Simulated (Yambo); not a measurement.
Yambo run on NaCaIrH6 (space group F-43m, No. 216). The wavefunctions come from this Quantum ESPRESSO step (PBEsol, PseudoDojo standard norm-conserving files, scalar-relativistic):

```
&CONTROL
  calculation = 'nscf'
  pseudo_dir = './pseudo'
  outdir = './out'
/
&SYSTEM
  ibrav = 0
  nat = 9
  ntyp = 4
  ecutwfc = 88.0
  ecutrho = 352.0
  occupations = 'fixed'
  force_symmorphic = .true.
  nbnd = 141
/
&ELECTRONS
  conv_thr = 9.000000000000001e-09
  diago_full_acc = .true.
  diago_thr_init = 1e-08
/
ATOMIC_SPECIES
H 1.0080 H.upf
Na 22.9898 Na.upf
Ca 40.0780 Ca.upf
Ir 192.2170 Ir.upf
CELL_PARAMETERS angstrom
  0.000000000000   3.613040000000   3.613040000000
  3.613040000000   0.000000000000   3.613040000000
  3.613040000000   3.613040000000   0.000000000000
ATOMIC_POSITIONS crystal
H   0.767380000000   0.232620000000   0.232620000000
H   0.767380000000   0.767380000000   0.232620000000
H   0.232620000000   0.767380000000   0.767380000000
H   0.232620000000   0.232620000000   0.767380000000
H   0.232620000000   0.767380000000   0.232620000000
H   0.767380000000   0.232620000000   0.767380000000
Na   0.750000000000   0.750000000000   0.750000000000
Ca   0.250000000000   0.250000000000   0.250000000000
Ir   0.000000000000   0.000000000000   0.000000000000
K_POINTS automatic
4 4 4 0 0 0
```

Yambo input:

```
rim_cut
gw0
dyson
el_el_corr
HF_and_locXC
ppa
em1d
RandQpts= 1000000
RandGvec= 1 Ry
EXXRLvcs= 88 Ry
VXCRLvcs= 352 Ry
Chimod= "HARTREE"
% BndsRnXp
 6 | 140 |
%
NGsBlkXp= 7 Ry
% LongDrXp
 1.0 | 1.0 | 1.0 |
%
PPAPntXp= 27.2114 eV
% GbndRnge
 1 | 140 |
%
GTermKind= "BG"
DysSolver= "n"
ExtendOut
% QPkrange
 1 | 1 | 21 | 22 |
 3 | 3 | 21 | 22 |
 7 | 7 | 21 | 22 |
 8 | 8 | 21 | 22 |
%
```

k points by index: 1 = Γ, 3 = L, 7 = X, 8 = W.

The o-*.qp file then holds:

```
#    K-point    Band    Eo [eV]    E [eV]    E-Eo [eV]    Vxc [eV]    Vnlxc [eV]    Sc|Eo [eV]    Sc|E [eV]    dSc/dw|Eo [eV]    Re(Z)    Im(Z)
#
    1    21    -0.177853    -0.890019    -0.712166    -17.66392    -21.80398    3.243073    3.427903    -7.060884    0.793974    -0.001418
    1    22    5.741379    6.461461    0.720082    -9.362736    -4.853865    -3.652656    -3.788790    -5.143831    0.841019    -0.825927E-3
    3    21    -0.101559    -0.786001    -0.684442    -17.68219    -21.71959    3.176157    3.352957    -7.027673    0.794744    -0.001407
    3    22    5.297635    6.525198    1.227564    -13.97699    -8.747640    -3.737392    -4.001789    -5.860301    0.822798    -0.001209
    7    21    -0.002836    -0.618589    -0.615753    -18.48532    -22.59584    3.333695    3.494767    -7.116537    0.792687    -0.001417
    7    22    3.249398    4.231657    0.982259    -13.28683    -9.003674    -3.100864    -3.300893    -5.540840    0.830824    -0.001136
    8    21    0.000000    -0.615507    -0.615507    -18.49838    -22.60533    3.330458    3.491449    -7.115793    0.792704    -0.001416
    8    22    4.099118    5.132142    1.033024    -13.31344    -8.785731    -3.280493    -3.494687    -5.641641    0.828275    -0.001157
```
(The two width columns are left out.) Convergence of these settings isn't established.

Spin-orbit coupling is not included.

Geometry of the Materials Project entry, not relaxed at this level.

The structure is a Materials Project entry; no match was found in the copy of COD used, and its stability was not checked.
